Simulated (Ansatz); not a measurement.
## Property card for PbS

PbS:
```
PbS
1.0
    0.00000     3.32387     3.32387
    3.32387     0.00000     3.32387
    3.32387     3.32387     0.00000
S Pb
1 1
Direct
  0.25000   0.25000   0.25000
  0.00000   0.00000   0.00000
```

Space group F-43m (No. 216), zinc blende; conventional cell a = 6.6477 Å, b = 6.6477 Å, c = 6.6477 Å, α = 90.00°, β = 90.00°, γ = 90.00°.

Method: PBE in the plane-wave PAW code Ansatz. Structure relaxed to zero pressure with the same functional. Other levels are named where they apply.

Cell and energy:

```
Quantity                                                      Result
-----------------------------------------------------  -------------
Volume per atom                                             36.72 Å³
Density                                                   5.41 g/cm³
Formation energy from the elements (no fitted shifts)  -0.37 eV/atom
```

Electronic structure:

```
Item                                                                       Value
----------------------------------------  --------------------------------------
Band gap                                                      0.84 eV (indirect)
Valence-band maximum                                                        at W
Conduction-band minimum                              at X (3 equivalent valleys)
Smallest direct gap on the standard path                                 1.29 eV
Electron effective mass                    0.37, 0.37, 1.8 mₑ (principal values)
Hole effective mass                       0.62, 0.62, 0.80 mₑ (principal values)
Gap with spin–orbit coupling                                             0.74 eV
```

Mechanics:

```
Property                              Result
----------------------------------  --------
Bulk modulus (Birch–Murnaghan fit)  35.2 GPa
Pressure derivative B′                   4.2
```

The start of the workflow was typed in or built on a structure type; neither database checked (COD, Materials Project) lists it. It is not the phase usual at ambient conditions (space group No. 225). The PBE relaxation kept the symmetry of its start; its stability against distortions is not shown here. The references are the lowest solids computed at this level, not always the standard phases. Spin–orbit coupling is left out wherever it is not named.

Potentials: the later of the program's two PAW sets.
